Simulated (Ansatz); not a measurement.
This cell of Tl (hcp, Mg type) is off equilibrium:

```
Tl
1.0
    7.21657     0.00000     0.00000
   -1.80414     3.12487     0.00000
    0.00000     0.00000     5.57421
Tl
4
Direct
  0.15585   0.65083   0.75000
  0.66667   0.66667   0.75000
  0.33333   0.33333   0.25000
  0.83333   0.33333   0.25000
```

Level of theory: PBE (plane waves to 420 eV, PAW, scalar-relativistic; Ansatz, a first-principles code). k mesh 6×12×7 (Γ-centred), Fermi-Dirac smearing 0.05 eV. The energy includes the smearing's −TS. Stress and pressure are positive under compression. With partly filled bands, energies and forces of such displacements shift with the k mesh and the smearing. Spin-orbit coupling is left out, though Tl is heavy. The relaxed volume of Tl is well above the measured one; the method has no dispersion term. Tl was relaxed with its symmetry unable to fall.

Question: What forces act on the atoms (eV/Å, Cartesian)?

Answer: 
```tsv
atom	Fx	Fy	Fz
Tl1	0.088	0.062	0.000
Tl2	-0.069	-0.045	0.000
Tl3	-0.005	-0.010	0.000
Tl4	-0.014	-0.007	0.000
```

Question: In it atom 1 sits (-0.049, -0.049, 0.000) Å away from its relaxed site. What is its energy relative to the relaxed cell?

Answer: 4 meV/cell.

(For displaced atoms, the force is minus the slope of the energy, and its curvature is a force constant, which sets phonon frequencies.)
